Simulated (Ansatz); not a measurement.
## Ag, first-principles data

Ag:
```cif
data_Ag2
_chemical_formula_sum 'Ag2'
_space_group_name_H-M_alt 'P 1'
_space_group_IT_number 1
_cell_length_a 4.27105
_cell_length_b 4.27105
_cell_length_c 4.27105
_cell_angle_alpha 60.000
_cell_angle_beta 60.000
_cell_angle_gamma 60.000
loop_
_space_group_symop_operation_xyz
  'x, y, z'
loop_
_atom_site_label
_atom_site_type_symbol
_atom_site_fract_x
_atom_site_fract_y
_atom_site_fract_z
_atom_site_occupancy
Ag1 Ag 0.00000 0.00000 0.00000 1
Ag2 Ag 0.25000 0.25000 0.25000 1
```

Space group Fd-3m (No. 227), diamond; conventional cell a = b = c = 6.040 Å, α = β = γ = 90.00°.

Method: PBEsol in the plane-wave PAW code Ansatz. Structure relaxed to zero pressure with the same functional. Other levels are named where they apply.

Cell and energy:

```yaml
volume_per_atom: 27.55 Å³
density: 6.50 g/cm³
```

Electronic structure:

```yaml
electronic_character: metallic (no gap)
Density of states at the Fermi level: 0.33 states/eV per atom (mean over ±0.08 eV)
Gap with spin–orbit coupling: none (metallic)
```

Mechanics:

```yaml
Bulk modulus (Birch–Murnaghan fit): 416 kbar
Pressure derivative B′: 5.5
Elastic constants (relaxed ions, GPa): C11 = 33.3, C12 = 45.6, C44 = -13.3
mechanical_stability: unstable (C has a negative eigenvalue)
```

Phonons:

```yaml
highest_zone_centre_frequency: 167 cm⁻¹
zone_centre_stability: no imaginary mode at Γ
```

The start of the workflow was typed in or built on a structure type; neither database checked (COD, Materials Project) lists it. It is not the phase usual at ambient conditions (space group No. 225). The PBEsol relaxation kept the symmetry of its start. No spin polarisation was allowed. As this level gives no gap, shear constants depend on the k-mesh and smearing (Fermi–Dirac, 0.1 eV here). As this level gives no gap, phonon frequencies hold no LO–TO term and depend on the k-mesh and smearing (Fermi–Dirac, 0.1 eV here). Spin–orbit coupling is left out wherever it is not named.

Potentials: the later of the program's two PAW sets.
